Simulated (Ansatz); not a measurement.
A relaxation computed with Ansatz, from input to last step.

```yaml
crystal:
  lattice:
    - [0.0, -3.94976428, 2.56734678]
    - [-3.94976428, 0.0, 2.56734678]
    - [-3.94976428, -3.94976428, -2.56734678]
  atoms:
    - { symbol: O, position: [0.2276808641, 0.2275589716, 0.4587820469] }
    - { symbol: O, position: [0.5740972804, 0.5642680978, 0.1289649874] }
    - { symbol: O, position: [0.8949405558, 0.8948401823, 0.7972356421] }
    - { symbol: O, position: [0.0993415155, 0.0967743156, 0.1981633395] }
    - { symbol: O, position: [0.4180319652, 0.4404850719, 0.866457285] }
    - { symbol: O, position: [0.7636337753, 0.7765398578, 0.5378048394] }
    - { symbol: O, position: [0.6396376212, 0.0287475821, 0.1659164728] }
    - { symbol: O, position: [0.966821, 0.3616819995, 0.8359780856] }
    - { symbol: O, position: [0.304356458, 0.6980345176, 0.4999287245] }
    - { symbol: O, position: [0.0297620984, 0.6293155932, 0.1626040485] }
    - { symbol: O, position: [0.363174889, 0.9759996449, 0.8347002213] }
    - { symbol: O, position: [0.6967001588, 0.3025272428, 0.5041324309] }
    - { symbol: Si, position: [0.3342152927, 0.3254262662, 0.6676612951] }
    - { symbol: Si, position: [0.005479544, 0.0071983327, 0.9927403432] }
    - { symbol: Si, position: [0.3353319564, 0.3301656496, 0.1707558045] }
    - { symbol: Si, position: [0.6623933919, 0.6598863292, 0.8330824836] }
    - { symbol: Si, position: [0.9948640039, 0.9973328364, 0.5021149104] }
    - { symbol: Ti, position: [0.6714222996, 0.6670680324, 0.3292318607] }
  symmetry: { detect: false }
basis:
  ecutwfc: 420
kpoints:
  mp_grid: { grid: [3, 3, 2], shift: [0.0, 0.0, 0.5] }
hamiltonian:
  xc: pbe
scf:
  occupations: { method: gaussian, width: 0.1 }
  lower_state_search: "off"
output:
  forces: true
  stress: true
  eigenvalues: true
relax:
  adjacent_minimum: "off"
  f_tol: 0.04
  max_steps: 50
  cell: { stress_tol: 0.3 }
```

```bash
ansatz run input.yaml --threads 4 --pin off --max-ram 9216MiB --backend cpu --events-out ev --progress --plain --runs-dir out
```

All numbers below come from Ansatz 0.2.0, DFT PBE, scalar-relativistic, plane waves, PAW.

Of 10 frames 10 are shown, positions in Å and forces in eV/Å; the SCF threshold varies from step to step. Steps run on the plane waves of an earlier cell, with a Pulay correction in the pressure. The basis is chosen afresh for the last frame, the zero of the energies, and at times for earlier ones too; energy and pressure can step there, also at an unchanged geometry. Here that happened at step 7 (-36 meV/atom, 6.1 GPa); frames between the last choice of the basis and such a step carry an error that grows, as the cell changes, to that size.

```xyz
18
Lattice="0.0000 -3.9498 2.5673 -3.9498 0.0000 2.5673 -3.9498 -3.9498 -2.5673" Properties=species:S:1:pos:R:3:forces:R:3 pbc="T T T" step=1 free_energy_over_end_meV_per_atom=617.57 pressure_GPa=114.16
O    -2.7109   -2.7114   -0.0091   -2.2395   -2.2527   -0.2244
O    -2.7381   -2.7769    2.5915    5.4131    5.9883   -0.9525
O    -6.6833   -6.6837    2.5482   -1.6364   -1.7830    0.0303
O    -1.1649   -1.1751   -0.0053   -0.5007   -0.6831   -0.2695
O    -5.1621   -5.0734   -0.0204   -0.1724   -1.1960    0.3766
O    -5.1914   -5.1404    2.5734   -2.6253   -3.0501   -0.8465
O    -0.7689   -3.1817    1.2900   -3.9824    4.1263    5.9765
O    -4.7305   -7.1206    1.2645   -0.0041    1.3507    0.9565
O    -4.7317   -3.1767    1.2900   -2.6028    3.4346   -5.5694
O    -3.1279   -0.7598    1.2746    3.0092   -4.0572    6.4016
O    -7.1518   -4.7313    1.2952    1.8076   -0.9527   -0.4854
O    -3.1861   -4.7430    1.2711    3.1233   -2.8559   -5.0182
Si   -3.9225   -3.9572   -0.0206   -0.6621    1.3411    1.8125
Si   -3.9495   -3.9427   -2.5162    0.9551    0.3072   -2.9170
Si   -1.9785   -1.9989    1.2702    1.0783    1.2931    1.3419
Si   -5.8969   -5.9068    1.2559   -0.4121    0.1786    0.6164
Si   -5.9225   -5.9127    3.8256    0.6039   -0.1274    0.2492
Ti   -3.9352   -3.9523    2.5911   -1.1527   -1.0618   -1.4787
18
Lattice="-0.0019 -4.0971 2.6374 -4.1076 -0.0017 2.6378 -4.1108 -4.1006 -2.6400" Properties=species:S:1:pos:R:3:forces:R:3 pbc="T T T" step=2 free_energy_over_end_meV_per_atom=179.13 pressure_GPa=48.06
O    -2.8265   -2.8179   -0.0024   -0.9525   -1.0583   -0.1836
O    -2.8093   -2.8282    2.6582    1.5219    1.8441   -0.4616
O    -6.9699   -6.9555    2.6135   -0.7768   -0.8532   -0.0458
O    -1.2239   -1.2266   -0.0139   -0.5599   -0.5943   -0.0305
O    -5.3563   -5.2831   -0.0079   -0.0405   -0.6599    0.2218
O    -5.4247   -5.3716    2.6380   -0.2194   -0.5254   -0.6888
O    -0.8225   -3.2702    1.3733   -1.1002    1.1425    2.0429
O    -4.9158   -7.3839    1.3024    0.3050    0.3800    0.6302
O    -4.9359   -3.2768    1.2678   -0.4333    0.9720   -1.9564
O    -3.2465   -0.8134    1.3615    0.5028   -1.1929    2.3436
O    -7.4324   -4.9064    1.3236    0.7673   -0.2375   -0.2589
O    -3.2967   -4.9373    1.2556    0.9355   -0.5839   -1.6022
Si   -4.0836   -4.1089   -0.0303   -0.6674    0.7543    1.0686
Si   -4.1191   -4.0972   -2.5854    0.6024    0.1713   -1.8136
Si   -2.0480   -2.0558    1.3151    0.7930    1.0122    0.4874
Si   -6.1361   -6.1343    1.2974   -0.3642    0.0286    0.4008
Si   -6.1738   -6.1520    3.9180    0.1544   -0.3075    0.5079
Ti   -4.0939   -4.0948    2.6581   -0.4680   -0.2922   -0.6619
18
Lattice="-0.0106 -4.2539 2.7591 -4.2482 -0.0098 2.7603 -4.2692 -4.2765 -2.7776" Properties=species:S:1:pos:R:3:forces:R:3 pbc="T T T" step=3 free_energy_over_end_meV_per_atom=43.57 pressure_GPa=-2.69
O    -2.9320   -2.9282   -0.0116   -0.1548   -0.2522   -0.1208
O    -2.8953   -2.9013    2.7836    0.3208    0.3742   -0.1281
O    -7.2357   -7.2478    2.7247   -0.1887   -0.2116   -0.0209
O    -1.3007   -1.3004   -0.0073   -0.1285   -0.1515   -0.0016
O    -5.5498   -5.5440    0.0016    0.0590   -0.0735   -0.0134
O    -5.6197   -5.6222    2.7205   -0.0246   -0.1425   -0.0382
O    -0.8639   -3.3997    1.4696   -0.1528    0.1170    0.3921
O    -5.0905   -7.7057    1.3619    0.0310    0.0788    0.1243
O    -5.0980   -3.4081    1.2702   -0.0785    0.1895   -0.3548
O    -3.3980   -0.8609    1.4655    0.0794   -0.1649    0.5086
O    -7.7036   -5.0977    1.3681    0.1817   -0.0316   -0.0574
O    -3.3975   -5.1090    1.2658    0.1144   -0.0577   -0.2241
Si   -4.2556   -4.2798   -0.0388   -0.0481    0.2133    0.0088
Si   -4.2797   -4.2767   -2.7387    0.2507    0.0314   -0.3225
Si   -2.1079   -2.1052    1.3946    0.1933    0.2091    0.0046
Si   -6.3765   -6.4043    1.3624   -0.2163    0.0562   -0.0277
Si   -6.4057   -6.4205    4.0807   -0.1544   -0.0761    0.3707
Ti   -4.2489   -4.2517    2.7585   -0.0835   -0.1077   -0.0995
18
Lattice="-0.0225 -4.2611 2.7312 -4.2680 -0.0225 2.7312 -4.2891 -4.2822 -2.7292" Properties=species:S:1:pos:R:3:forces:R:3 pbc="T T T" step=4 free_energy_over_end_meV_per_atom=39.90 pressure_GPa=0.31
O    -2.9570   -2.9543   -0.0021    0.1318    0.1193    0.0150
O    -2.9066   -2.9041    2.7436   -0.0561   -0.0574    0.0327
O    -7.2872   -7.2781    2.7121    0.0398    0.0402   -0.0277
O    -1.3171   -1.3141   -0.0041   -0.1203   -0.1099   -0.0051
O    -5.5683   -5.5554    0.0177   -0.0449   -0.0495    0.0033
O    -5.6592   -5.6462    2.7126    0.0552    0.0664   -0.0140
O    -0.8784   -3.4025    1.4741    0.0747   -0.0870   -0.1307
O    -5.1235   -7.7173    1.3648    0.0875   -0.0872   -0.0183
O    -5.1299   -3.4096    1.2526    0.0605   -0.0739    0.1412
O    -3.4111   -0.8795    1.4724   -0.0758    0.0723   -0.1191
O    -7.7334   -5.1175    1.3642   -0.0652    0.0691   -0.0003
O    -3.4186   -5.1251    1.2535   -0.0758    0.0779    0.1353
Si   -4.2812   -4.2748   -0.0243   -0.0688   -0.0369   -0.3724
Si   -4.2836   -4.2778   -2.7096    0.0537    0.0930    0.4088
Si   -2.1041   -2.1002    1.3841    0.0057    0.0088    0.2086
Si   -6.4281   -6.4164    1.3645    0.0210   -0.0124   -0.0021
Si   -6.4618   -6.4504    4.0721   -0.0074   -0.0226   -0.1987
Ti   -4.2829   -4.2737    2.7303   -0.0158   -0.0100   -0.0567
18
Lattice="-0.0181 -4.2583 2.7357 -4.2582 -0.0183 2.7354 -4.2818 -4.2815 -2.7436" Properties=species:S:1:pos:R:3:forces:R:3 pbc="T T T" step=5 free_energy_over_end_meV_per_atom=39.39 pressure_GPa=0.11
O    -2.9481   -2.9484   -0.0086   -0.0151   -0.0131   -0.0143
O    -2.9003   -2.9002    2.7534    0.0028    0.0042    0.0054
O    -7.2680   -7.2680    2.7064    0.0030    0.0035    0.0030
O    -1.3171   -1.3167   -0.0026    0.0130    0.0114    0.0074
O    -5.5556   -5.5550    0.0091   -0.0045   -0.0039    0.0025
O    -5.6417   -5.6410    2.7060   -0.0027   -0.0021    0.0001
O    -0.8735   -3.4064    1.4749   -0.0042    0.0120   -0.0116
O    -5.1085   -7.7143    1.3581    0.0060   -0.0067   -0.0001
O    -5.1170   -3.4096    1.2492   -0.0124    0.0036    0.0151
O    -3.4069   -0.8734    1.4741    0.0100   -0.0023   -0.0166
O    -7.7148   -5.1085    1.3578   -0.0061    0.0057    0.0022
O    -3.4106   -5.1170    1.2499    0.0031   -0.0093    0.0155
Si   -4.2730   -4.2726   -0.0415    0.0501    0.0444    0.0950
Si   -4.2744   -4.2742   -2.7134   -0.0458   -0.0431   -0.0967
Si   -2.0990   -2.0981    1.3931   -0.0299   -0.0286   -0.0815
Si   -6.4115   -6.4115    1.3580   -0.0013   -0.0013   -0.0016
Si   -6.4438   -6.4429    4.0663    0.0320    0.0322    0.0817
Ti   -4.2719   -4.2695    2.7301    0.0019   -0.0065   -0.0056
18
Lattice="-0.0178 -4.2585 2.7361 -4.2583 -0.0178 2.7360 -4.2812 -4.2814 -2.7439" Properties=species:S:1:pos:R:3:forces:R:3 pbc="T T T" step=6 free_energy_over_end_meV_per_atom=39.36 pressure_GPa=0.00
O    -2.9486   -2.9480   -0.0088    0.0005   -0.0006    0.0087
O    -2.9008   -2.8998    2.7536   -0.0014   -0.0020   -0.0096
O    -7.2677   -7.2673    2.7077    0.0031    0.0029   -0.0021
O    -1.3161   -1.3166   -0.0028   -0.0039   -0.0024   -0.0062
O    -5.5547   -5.5553    0.0094   -0.0030   -0.0020    0.0001
O    -5.6410   -5.6413    2.7069    0.0050    0.0050    0.0056
O    -0.8741   -3.4065    1.4732   -0.0023    0.0000   -0.0018
O    -5.1081   -7.7152    1.3584    0.0013    0.0014    0.0011
O    -5.1171   -3.4090    1.2514   -0.0004    0.0008    0.0001
O    -3.4059   -0.8729    1.4729   -0.0020   -0.0048   -0.0008
O    -7.7145   -5.1075    1.3584    0.0004    0.0002    0.0002
O    -3.4087   -5.1164    1.2517   -0.0005   -0.0011    0.0004
Si   -4.2708   -4.2708   -0.0392   -0.0010   -0.0012   -0.0052
Si   -4.2752   -4.2752   -2.7161   -0.0017   -0.0024    0.0064
Si   -2.0999   -2.0994    1.3915    0.0032    0.0030    0.0056
Si   -6.4114   -6.4116    1.3582    0.0009    0.0024    0.0018
Si   -6.4414   -6.4412    4.0693   -0.0032   -0.0030   -0.0054
Ti   -4.2715   -4.2705    2.7303    0.0049    0.0037    0.0012
18
Lattice="-0.0178 -4.2585 2.7361 -4.2583 -0.0178 2.7360 -4.2812 -4.2814 -2.7439" Properties=species:S:1:pos:R:3:forces:R:3 pbc="T T T" step=7 free_energy_over_end_meV_per_atom=3.78 pressure_GPa=6.10
O    -2.9486   -2.9480   -0.0088    0.0029    0.0018    0.0096
O    -2.9008   -2.8998    2.7536   -0.0205   -0.0211   -0.0088
O    -7.2677   -7.2673    2.7077    0.0078    0.0076   -0.0042
O    -1.3161   -1.3166   -0.0028   -0.0063   -0.0049   -0.0071
O    -5.5547   -5.5553    0.0094   -0.0077   -0.0067    0.0021
O    -5.6410   -5.6413    2.7069    0.0241    0.0240    0.0048
O    -0.8741   -3.4065    1.4732   -0.0016   -0.0038   -0.0148
O    -5.1081   -7.7152    1.3584   -0.0007    0.0034    0.0011
O    -5.1171   -3.4090    1.2514    0.0034    0.0001    0.0131
O    -3.4059   -0.8729    1.4729   -0.0058   -0.0041   -0.0138
O    -7.7145   -5.1075    1.3584    0.0024   -0.0018    0.0002
O    -3.4087   -5.1164    1.2517   -0.0011    0.0027    0.0134
Si   -4.2708   -4.2708   -0.0392    0.0014    0.0013   -0.0039
Si   -4.2752   -4.2752   -2.7161   -0.0041   -0.0048    0.0051
Si   -2.0999   -2.0994    1.3915    0.0036    0.0034    0.0014
Si   -6.4114   -6.4116    1.3582    0.0009    0.0024    0.0018
Si   -6.4414   -6.4412    4.0693   -0.0036   -0.0034   -0.0011
Ti   -4.2715   -4.2705    2.7303    0.0049    0.0038    0.0012
18
Lattice="-0.0199 -4.2943 2.7433 -4.2936 -0.0199 2.7433 -4.3186 -4.3193 -2.7512" Properties=species:S:1:pos:R:3:forces:R:3 pbc="T T T" step=8 free_energy_over_end_meV_per_atom=1.24 pressure_GPa=0.98
O    -2.9698   -2.9694   -0.0087   -0.0143   -0.0147   -0.0034
O    -2.9242   -2.9237    2.7605   -0.0068   -0.0063    0.0155
O    -7.3255   -7.3257    2.7146   -0.0250   -0.0258   -0.0030
O    -1.3326   -1.3331   -0.0028    0.0137    0.0146    0.0054
O    -5.6089   -5.6100    0.0092    0.0213    0.0218    0.0079
O    -5.6917   -5.6927    2.7148    0.0037    0.0037   -0.0171
O    -0.8796   -3.4393    1.4772    0.0069    0.0125   -0.0029
O    -5.1495   -7.7861    1.3620    0.0073   -0.0089   -0.0018
O    -5.1576   -3.4434    1.2547   -0.0122   -0.0066    0.0012
O    -3.4383   -0.8787    1.4770    0.0086    0.0068   -0.0055
O    -7.7846   -5.1496    1.3620   -0.0104    0.0081    0.0000
O    -3.4428   -5.1574    1.2550   -0.0085   -0.0118    0.0004
Si   -4.3100   -4.3102   -0.0392   -0.0011   -0.0054   -0.0179
Si   -4.3112   -4.3119   -2.7238    0.0046    0.0077    0.0230
Si   -2.1190   -2.1187    1.3958   -0.0090   -0.0101   -0.0250
Si   -6.4675   -6.4681    1.3622    0.0048    0.0028   -0.0019
Si   -6.4975   -6.4976    4.0797    0.0142    0.0108    0.0210
Ti   -4.3085   -4.3081    2.7374    0.0021    0.0007    0.0041
18
Lattice="-0.0193 -4.3029 2.7426 -4.3030 -0.0194 2.7426 -4.3291 -4.3290 -2.7529" Properties=species:S:1:pos:R:3:forces:R:3 pbc="T T T" step=9 free_energy_over_end_meV_per_atom=1.40 pressure_GPa=-0.14
O    -2.9762   -2.9759   -0.0100    0.0165    0.0168    0.0199
O    -2.9302   -2.9297    2.7605    0.0271    0.0266   -0.0156
O    -7.3415   -7.3411    2.7127    0.0256    0.0255   -0.0139
O    -1.3360   -1.3355   -0.0030   -0.0175   -0.0172   -0.0204
O    -5.6223   -5.6217    0.0067   -0.0248   -0.0233    0.0120
O    -5.7046   -5.7040    2.7115   -0.0279   -0.0266    0.0161
O    -0.8784   -3.4444    1.4764   -0.0107   -0.0102   -0.0082
O    -5.1594   -7.8036    1.3596   -0.0129    0.0110    0.0014
O    -5.1702   -3.4527    1.2530    0.0080    0.0098    0.0078
O    -3.4452   -0.8780    1.4762   -0.0088   -0.0096   -0.0079
O    -7.8043   -5.1591    1.3596    0.0116   -0.0126   -0.0004
O    -3.4534   -5.1699    1.2532    0.0103    0.0096    0.0078
Si   -4.3210   -4.3206   -0.0411   -0.0084   -0.0082   -0.0108
Si   -4.3206   -4.3202   -2.7249    0.0117    0.0114    0.0116
Si   -2.1241   -2.1233    1.3943   -0.0005   -0.0012   -0.0042
Si   -6.4819   -6.4814    1.3597   -0.0007   -0.0008   -0.0003
Si   -6.5110   -6.5101    4.0778    0.0000   -0.0015    0.0038
Ti   -4.3178   -4.3166    2.7360    0.0015    0.0008    0.0013
18
Lattice="-0.0193 -4.3029 2.7426 -4.3030 -0.0194 2.7426 -4.3291 -4.3290 -2.7529" Properties=species:S:1:pos:R:3:forces:R:3 pbc="T T T" step=10 free_energy_over_end_meV_per_atom=0.00 pressure_GPa=-0.06
O    -2.9762   -2.9759   -0.0100    0.0160    0.0163    0.0202
O    -2.9302   -2.9297    2.7605    0.0262    0.0258   -0.0152
O    -7.3415   -7.3411    2.7127    0.0253    0.0252   -0.0137
O    -1.3360   -1.3355   -0.0030   -0.0170   -0.0167   -0.0206
O    -5.6223   -5.6217    0.0067   -0.0245   -0.0230    0.0118
O    -5.7046   -5.7040    2.7115   -0.0270   -0.0258    0.0157
O    -0.8784   -3.4444    1.4764   -0.0108   -0.0100   -0.0088
O    -5.1594   -7.8036    1.3596   -0.0135    0.0116    0.0014
O    -5.1702   -3.4527    1.2530    0.0078    0.0099    0.0084
O    -3.4452   -0.8780    1.4762   -0.0086   -0.0098   -0.0085
O    -7.8043   -5.1591    1.3596    0.0122   -0.0132   -0.0004
O    -3.4534   -5.1699    1.2532    0.0105    0.0094    0.0084
Si   -4.3210   -4.3206   -0.0411   -0.0082   -0.0080   -0.0107
Si   -4.3206   -4.3202   -2.7249    0.0115    0.0112    0.0115
Si   -2.1241   -2.1233    1.3943   -0.0006   -0.0013   -0.0044
Si   -6.4819   -6.4814    1.3597   -0.0007   -0.0008   -0.0003
Si   -6.5110   -6.5101    4.0778    0.0001   -0.0014    0.0039
Ti   -4.3178   -4.3166    2.7360    0.0015    0.0008    0.0013
```

It took 36 s on 4 threads of Arm Neoverse V2, with other jobs on the host, peak memory 0.55 GiB.

The k mesh is coarse.